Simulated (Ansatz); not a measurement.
The relaxed structure here is a generated cell of TaAs: the first start was made by placing the elements on the sites of a structure type, and the end was not matched to a known phase here, so it may be hypothetical. Known forms of TaAs include space group No. 109.

One starting cell of TaAs (a generated trial cell of TaAs in the FeSi structure type) was relaxed twice with Ansatz (plane waves, PAW, scalar-relativistic): with r2SCAN at 500 eV and with PBE at 420 eV. The r2SCAN result:

```
TaAs
1.0
    5.10524     0.00000     0.00000
    0.00000     5.10524     0.00000
    0.00000     0.00000     5.10524
Ta As
4 4
Cartesian
  0.70629   0.70629   0.70629
  3.25891   1.84633   4.39895
  4.39895   3.25891   1.84633
  1.84633   4.39895   3.25891
  4.31187   4.31187   4.31187
  1.75926   3.34598   0.79336
  0.79336   1.75926   3.34598
  3.34598   0.79336   1.75926
```

| quantity | r2SCAN | PBE |
|---|---|---|
| space group | P2₁3 | P2₁3 |
| volume (Å³/atom) | 16.63 | 16.89 |
| a (Å) | 5.105 | 5.131 |
| gap (eV, no spin-orbit coupling) | 0.00 | 0.00 |

Both levels end in the same structure; PBE's volume is 1.5 % larger. Neither column is exact.

No spin polarisation in the result.

The run could not lose the symmetry of its start; a randomly shaken copy of 8 atoms returns to this structure.

Ansatz is a first-principles code.
